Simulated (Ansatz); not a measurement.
Molecular dynamics on a 1×2×2 supercell (24 atoms) of SiO2 (P4_2/mnm), relaxed with r2SCAN. Forces come from r2SCAN in the plane-wave code Ansatz: constant energy and volume (NVE), velocities drawn at 1300 K, steps of 2 fs. Spin polarisation is off, nuclei are classical, and the run is far too short for thermal averages.

```yaml
crystal:
  lattice:
    - [4.1851894793, 0.0, 0.0]
    - [0.0, 8.3703789585, 0.0]
    - [0.0, 0.0, 5.3376791313]
  atoms:
    - { symbol: Si, position: [0.0, 0.0, 0.0] }
    - { symbol: Si, position: [0.5, 0.25, 0.25] }
    - { symbol: O, position: [0.3061010396, 0.1530505198, 0.0] }
    - { symbol: O, position: [0.1938989604, 0.4030505198, 0.25] }
    - { symbol: O, position: [0.6938989604, 0.3469494802, 0.0] }
    - { symbol: O, position: [0.8061010396, 0.0969494802, 0.25] }
    - { symbol: Si, position: [0.0, 0.0, 0.5] }
    - { symbol: Si, position: [0.5, 0.25, 0.75] }
    - { symbol: O, position: [0.3061010396, 0.1530505198, 0.5] }
    - { symbol: O, position: [0.1938989604, 0.4030505198, 0.75] }
    - { symbol: O, position: [0.6938989604, 0.3469494802, 0.5] }
    - { symbol: O, position: [0.8061010396, 0.0969494802, 0.75] }
    - { symbol: Si, position: [0.0, 0.5, 0.0] }
    - { symbol: Si, position: [0.5, 0.75, 0.25] }
    - { symbol: O, position: [0.3061010396, 0.6530505198, 0.0] }
    - { symbol: O, position: [0.1938989604, 0.9030505198, 0.25] }
    - { symbol: O, position: [0.6938989604, 0.8469494802, 0.0] }
    - { symbol: O, position: [0.8061010396, 0.5969494802, 0.25] }
    - { symbol: Si, position: [0.0, 0.5, 0.5] }
    - { symbol: Si, position: [0.5, 0.75, 0.75] }
    - { symbol: O, position: [0.3061010396, 0.6530505198, 0.5] }
    - { symbol: O, position: [0.1938989604, 0.9030505198, 0.75] }
    - { symbol: O, position: [0.6938989604, 0.8469494802, 0.5] }
    - { symbol: O, position: [0.8061010396, 0.5969494802, 0.75] }
kpoints:
  mp_grid: { grid: [4, 2, 2] }
hamiltonian:
  xc: r2scan
scf:
  occupations: { method: fermi_dirac, width: 0.112 }
md:
  ensemble: nve
  temperature: 1300
  timestep: 2.0
  n_steps: 20
  initial_velocities: maxwell_boltzmann
  seed: 6703
```

Command: `ansatz run input.yaml --threads 4 --pin off --max-ram 5529MiB --backend cpu --events-out ev --progress --plain --runs-dir out`.

Q: What wall time did it need on 4 threads of Intel(R) Xeon(R) 6975P-C (Granite Rapids), with other jobs on the host, and what peak of host memory did it reach?

A: About 94 s, with a peak of 1.1 GiB.

```tsv
step	t (fs)	T (K)	free energy F from step 0 (meV/atom)	kinetic energy (meV/atom)	largest force (eV/Å)
0	0	1300	0.0	161.0	0.00
1	2	1230	8.8	152.4	1.50
2	4	1043	32.5	129.2	2.82
3	6	791	64.2	98.0	4.07
4	8	541	95.7	67.0	5.01
5	10	353	119.3	43.7	5.53
6	12	261	130.6	32.4	5.56
7	14	271	129.3	33.5	5.13
8	16	355	118.5	43.9	4.33
9	18	472	103.6	58.5	3.35
10	20	581	89.8	72.0	3.05
11	22	650	81.2	80.5	2.76
12	24	666	79.3	82.5	3.27
13	26	639	82.8	79.2	3.91
14	28	598	88.2	74.1	4.70
15	30	577	91.0	71.5	5.05
16	32	601	88.0	74.5	4.88
17	34	667	79.6	82.7	4.47
18	36	748	69.2	92.7	3.97
19	38	809	61.5	100.2	4.06
20	40	826	59.4	102.3	4.05
```

The temperature starts at 1300 K, is lowest at step 6 (261 K, 12 fs) and ends at 826 K. The atoms start on their lattice sites with kinetic energy alone, so much of it first passes into potential energy. The conserved energy stays within 1.96 meV an atom. By the last step the atoms have moved 0.10 Å in the root mean square, the drift of the whole cell taken out, 0.16 Å at most.

Positions (Å) and forces (eV/Å) at step 20:
```
Si   0.021  -0.024  -0.052    -1.176   0.873  -1.114
Si   2.077   2.083   1.338     0.798   0.776  -1.650
O    1.288   1.233  -0.070    -0.074  -0.345   0.727
O    0.785   3.344   1.434     0.221  -0.792  -1.075
O    2.771   2.924   0.055     2.404   0.923  -0.671
O    3.378   0.836   1.248     0.829  -0.096   0.690
Si   0.052   0.051   2.609    -1.187  -0.343  -0.233
Si   2.075   2.127   3.984     0.386  -0.831   1.198
O    1.412   1.271   2.576    -2.980  -1.783   2.093
O    0.801   3.325   4.119    -0.841   0.404  -1.719
O    2.884   2.952   2.749     0.141   0.117  -1.432
O    3.397   0.827   3.863     0.107   0.607   1.967
Si  -0.008   4.185   0.070     0.624  -0.130  -0.524
Si   2.093   6.334   1.395    -0.499  -1.591  -2.152
O    1.346   5.418   0.082     0.057   0.492  -0.936
O    0.707   7.496   1.284     1.377   0.327   0.636
O    2.862   7.134  -0.062    -0.120  -0.290   0.972
O    3.476   4.995   1.386    -1.877   1.221  -0.284
Si  -0.024   4.152   2.702     0.851   0.353   1.236
Si   2.086   6.263   4.000     0.264  -0.034   0.852
O    1.321   5.452   2.723    -0.173  -0.633  -0.629
O    0.739   7.531   3.935     1.175  -0.348   0.368
O    2.854   7.111   2.634     0.668   0.703   0.754
O    3.457   5.010   4.014    -0.974   0.419   0.927
```
